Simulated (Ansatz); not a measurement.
Here is the system:

AlP:
```xyz
12
Lattice="6.7663 0.0000 0.0000 0.0000 6.7663 0.0000 0.0000 0.0000 6.7663" Properties=species:S:1:pos:R:3 pbc="T T T"
Al     1.6916     0.0000     3.3831
Al     3.3831     1.6916     0.0000
Al     3.3831     5.0747     0.0000
Al     5.0747     0.0000     3.3831
Al     0.0000     3.3831     5.0747
Al     0.0000     3.3831     1.6916
P      1.6916     3.3831     0.0000
P      0.0000     1.6916     3.3831
P      0.0000     5.0747     3.3831
P      5.0747     3.3831     0.0000
P      3.3831     0.0000     5.0747
P      3.3831     0.0000     1.6916
```

This is the PBE-relaxed structure.

### Question
All from plane-wave PAW PBE (Ansatz code), unless another level is named. Estimate the smallest direct gap on the standard path.

### Answer
1.59 eV.

### Question
Next, the formation energy from the elements (no fitted shifts)?

### Answer
-0.47 eV/atom.

### Question
And the band gap?

### Answer
1.49 eV (indirect).

Space group Pm-3n. The start of the workflow was typed in or built on a structure type; neither database checked (COD, Materials Project) lists it. It is not the phase usual at ambient conditions (space group No. 216). The PBE relaxation kept the symmetry of its start; whether a distortion lowers the energy is not shown. The volume moved by 26 % from the start of the relaxation. The references are the lowest solids computed at this level, not always the standard phases.

Potentials: the earlier of the program's two PAW sets.
